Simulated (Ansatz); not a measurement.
Diamond alloy of Si and Sn (15 of 128 Si sites exchanged), 128 atoms

Ansatz, PAW, plane waves. PBEsol relaxation of volume and atoms (shape held) at the single k point (½, ½, ½); single points on the relaxed atoms at the Γ point alone, onto which points of the small cell's zone fold. Arrangement: random. No spin–orbit coupling unless named.

Relaxed structure:

```cif
data_structure
_symmetry_space_group_name_H-M 'P 1'
_symmetry_Int_Tables_number 1
_cell_length_a 15.7197
_cell_length_b 15.7197
_cell_length_c 15.7197
_cell_angle_alpha 60.000
_cell_angle_beta 60.000
_cell_angle_gamma 60.000
_cell_volume 2746.76
loop_
_atom_site_label
_atom_site_type_symbol
_atom_site_fract_x
_atom_site_fract_y
_atom_site_fract_z
_atom_site_occupancy
Si1 Si 0.99866 0.00036 0.99940 1
Si2 Si 0.51350 0.01044 0.98417 1
Si3 Si 0.99628 0.00055 0.50328 1
Si4 Si 0.24793 0.25552 0.24930 1
Si5 Si 0.48898 0.48861 0.00704 1
Si6 Si 0.50235 0.99850 0.50182 1
Si7 Si 0.73942 0.23897 0.26200 1
Si8 Si 0.99847 0.50209 0.49904 1
Si9 Si 0.24506 0.74312 0.24590 1
Si10 Si 0.25075 0.25090 0.75211 1
Si11 Si 0.49626 0.49425 0.51423 1
Si12 Si 0.75025 0.74431 0.26399 1
Si13 Si 0.74993 0.25155 0.74832 1
Si14 Si 0.24684 0.74498 0.74504 1
Si15 Si 0.75211 0.75328 0.74421 1
Si16 Si 0.06276 0.05844 0.06224 1
Si17 Si 0.56694 0.07275 0.04912 1
Si18 Si 0.07057 0.56513 0.06747 1
Si19 Si 0.06082 0.06290 0.56427 1
Si20 Si 0.31645 0.31692 0.30092 1
Si21 Si 0.56230 0.06216 0.56464 1
Si22 Si 0.06366 0.56249 0.56025 1
Si23 Si 0.31188 0.31600 0.81097 1
Si24 Si 0.56238 0.56046 0.56482 1
Si25 Si 0.81270 0.81359 0.31502 1
Si26 Si 0.81378 0.31048 0.81085 1
Si27 Si 0.81654 0.81301 0.80506 1
Si28 Si 0.99783 0.99967 0.25001 1
Si29 Si 0.25006 0.26312 0.99246 1
Si30 Si 0.74486 0.24557 0.99365 1
Si31 Si 0.00194 0.50010 0.25255 1
Si32 Si 0.24487 0.74361 0.01149 1
Si33 Si 0.00037 0.99957 0.75008 1
Si34 Si 0.48823 0.49071 0.26206 1
Si35 Si 0.75969 0.74816 0.98661 1
Si36 Si 0.50005 0.00232 0.74917 1
Si37 Si 0.74550 0.24649 0.51336 1
Si38 Si 0.00447 0.50013 0.74382 1
Si39 Si 0.24469 0.74237 0.51661 1
Si40 Si 0.49426 0.49548 0.74640 1
Si41 Si 0.75191 0.75016 0.49969 1
Si42 Si 0.04749 0.06441 0.32002 1
Si43 Si 0.31194 0.31400 0.06280 1
Si44 Si 0.56810 0.06644 0.31788 1
Si45 Si 0.06258 0.56220 0.31426 1
Si46 Si 0.30625 0.81281 0.06132 1
Si47 Si 0.06057 0.06498 0.81203 1
Si48 Si 0.31627 0.31722 0.56836 1
Si49 Si 0.56721 0.06556 0.80405 1
Si50 Si 0.81161 0.31212 0.56471 1
Si51 Si 0.06635 0.56722 0.79877 1
Si52 Si 0.31216 0.81188 0.56216 1
Si53 Si 0.81345 0.81400 0.56069 1
Si54 Si 0.01614 0.24047 0.99549 1
Si55 Si 0.49706 0.25450 0.99666 1
Si56 Si 0.75169 0.99977 0.25018 1
Si57 Si 0.01322 0.74846 0.99625 1
Si58 Si 0.99733 0.24997 0.50070 1
Si59 Si 0.24760 0.49896 0.25069 1
Si60 Si 0.48677 0.76140 0.99033 1
Si61 Si 0.24515 0.01128 0.74695 1
Si62 Si 0.50013 0.24847 0.50428 1
Si63 Si 0.75810 0.50977 0.24719 1
Si64 Si 0.75196 0.99928 0.74897 1
Si65 Si 0.00053 0.74978 0.49967 1
Si66 Si 0.24914 0.49876 0.74886 1
Si67 Si 0.49851 0.74619 0.50707 1
Si68 Si 0.76359 0.49500 0.74369 1
Si69 Si 0.07017 0.30060 0.06507 1
Si70 Si 0.30601 0.07363 0.32455 1
Si71 Si 0.56100 0.30656 0.06435 1
Si72 Si 0.81208 0.05655 0.31696 1
Si73 Si 0.06155 0.81383 0.06542 1
Si74 Si 0.04939 0.31691 0.56696 1
Si75 Si 0.30592 0.55835 0.31705 1
Si76 Si 0.31248 0.06459 0.80934 1
Si77 Si 0.56111 0.31012 0.56844 1
Si78 Si 0.81691 0.56140 0.31864 1
Si79 Si 0.81423 0.06553 0.80858 1
Si80 Si 0.06054 0.81402 0.56318 1
Si81 Si 0.30911 0.55983 0.81294 1
Si82 Si 0.56696 0.81371 0.55791 1
Si83 Si 0.82155 0.56889 0.79531 1
Si84 Si 0.24422 0.99447 0.99316 1
Si85 Si 0.74969 0.01266 0.99249 1
Si86 Si 0.01063 0.24457 0.24906 1
Si87 Si 0.25190 0.49918 0.00078 1
Si88 Si 0.24672 0.99845 0.50655 1
Si89 Si 0.50073 0.24903 0.24935 1
Si90 Si 0.74956 0.99887 0.50194 1
Si91 Si 0.99760 0.74972 0.25138 1
Si92 Si 0.99728 0.24979 0.75243 1
Si93 Si 0.24869 0.50218 0.50199 1
Si94 Si 0.50595 0.75213 0.25506 1
Si95 Si 0.49840 0.24928 0.75142 1
Si96 Si 0.74979 0.49773 0.50315 1
Si97 Si 0.99988 0.75232 0.74643 1
Si98 Si 0.50845 0.75945 0.74038 1
Si99 Si 0.81222 0.06260 0.06203 1
Si100 Si 0.06319 0.31378 0.31346 1
Si101 Si 0.30749 0.55986 0.06731 1
Si102 Si 0.31641 0.05277 0.56573 1
Si103 Si 0.55554 0.30796 0.31941 1
Si104 Si 0.81357 0.57180 0.06688 1
Si105 Si 0.81157 0.06107 0.56573 1
Si106 Si 0.06012 0.81224 0.31265 1
Si107 Si 0.06516 0.31250 0.80998 1
Si108 Si 0.31178 0.55992 0.56787 1
Si109 Si 0.56740 0.80137 0.32424 1
Si110 Si 0.56222 0.31201 0.81101 1
Si111 Si 0.81413 0.56361 0.55953 1
Si112 Si 0.06323 0.81181 0.81041 1
Si113 Si 0.56520 0.81779 0.80734 1
Sn1 Sn 0.00769 0.49910 0.99777 1
Sn2 Sn 0.54788 0.56515 0.06569 1
Sn3 Sn 0.81334 0.31252 0.31343 1
Sn4 Sn 0.31120 0.79911 0.32116 1
Sn5 Sn 0.30979 0.81333 0.81338 1
Sn6 Sn 0.50391 0.00052 0.24955 1
Sn7 Sn 0.24954 0.25169 0.49977 1
Sn8 Sn 0.81823 0.29714 0.06515 1
Sn9 Sn 0.56267 0.55736 0.31772 1
Sn10 Sn 0.81345 0.81427 0.06350 1
Sn11 Sn 0.56448 0.56062 0.80989 1
Sn12 Sn 0.24232 0.00826 0.25768 1
Sn13 Sn 0.56427 0.81464 0.05759 1
Sn14 Sn 0.75789 0.50708 0.99257 1
Sn15 Sn 0.31708 0.06748 0.04642 1
```

**Question.** What are the mean bond lengths by pair (pairs within 1.2 times the sum of covalent radii, less contacts 15 % beyond the pair's median; cation–cation pairs of compounds aside; long ionic contacts are cut short by that bound)?

**Answer.** Si–Si 2.370 ± 0.024 Å (standard deviation, 200 bonds); Si–Sn 2.539 ± 0.021 Å (standard deviation, 52 bonds); Sn–Sn 2.700 ± 0.010 Å (standard deviation, 4 bonds).

**Question.** What gap lies between the top filled and the lowest empty level in the single points?

**Answer.** HSE06 with spin–orbit coupling 0.87 eV (12 min on NVIDIA GB200). An indirect band minimum needn't fold onto Γ of this cell; where it doesn't, these gaps are too wide.
